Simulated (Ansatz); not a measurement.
Relaxed-ion elastic tensor of LiAg (CsCl type, space group No. 221) in GPa (Voigt order), DFT-PBEsol in the program Ansatz with PAW potentials; density 6.34 g/cm³, 15.03 Å³ per atom.

```
53.5  47.4  47.4   0.0   0.0   0.0
47.4  53.5  47.4   0.0   0.0   0.0
47.4  47.4  53.5   0.0   0.0   0.0
 0.0   0.0   0.0  34.6   0.0   0.0
 0.0   0.0   0.0   0.0  34.6   0.0
 0.0   0.0   0.0   0.0   0.0  34.6
```

### Question
Is the crystal mechanically stable?

### Answer
Yes: the smallest eigenvalue of C is 6.1 GPa.

### Question
Work out the Voigt and Reuss bounds. Is their mean of use?

### Answer
K_V = 49.4, K_R = 49.4; G_V = 22.0, G_R = 6.7 GPa. The bounds lie so far apart that a Hill average or a Debye temperature from it would say little.

Space group Pm-3m (CsCl type). The workflow started from an entry of the Crystallography Open Database (COD). Its standing as an ambient phase is unchecked. The cell was relaxed with PBEsol under the symmetry of its start; its stability against distortions is not shown here. The run is not spin-polarised. As this level gives no gap, shear constants depend on the k-mesh and smearing (Fermi–Dirac, 0.1 eV here).

Potentials: the later of the program's two PAW sets.
